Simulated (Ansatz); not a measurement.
Property card for CaSi2S4

Computed with Ansatz, DFT PBE, scalar-relativistic, plane waves, PAW.

Cutoff 420 eV; k points 6×6×6 on the computed 14-atom cell (Γ-centred); Gaussian smearing, width 0.10 eV; no spin polarisation.

The structure is relaxed at this level of theory with its symmetry kept, and needn't be the ground state of this composition.

Space group I4/mmm (No. 139), tetragonal, a = 9.245 Å, c = 9.167 Å. Around Ca lie 4 S at 2.89 Å and 4 S at 3.27 Å; around Si lie 4 S at 2.22–2.31 Å; around S on a site of symmetry 2/m lie 2 Si at 2.31 Å and 2 Ca at 3.27 Å; S on a site of symmetry m2m has 2 Si at 2.22 Å and 2 Ca at 2.89 Å.

| Property | Result |
| --- | --- |
| Volume per atom | 27.98 Å³ |
| Formation energy from the elements' standard states (uncorrected) | -0.568 eV/atom |
| Kohn–Sham band gap | none (metal) |
| Density of states at the Fermi level | 2.1 states/eV per cell |
| Orbital (Löwdin) character within 0.5 eV of the Fermi level | S 3p 38 %, Si 3p 27 %, Si 3s 22 %, unprojected 5 % |

The cell was found from a structure generator's guess, not taken from experiment. Löwdin shares on free-atom orbitals overweight diffuse shells.
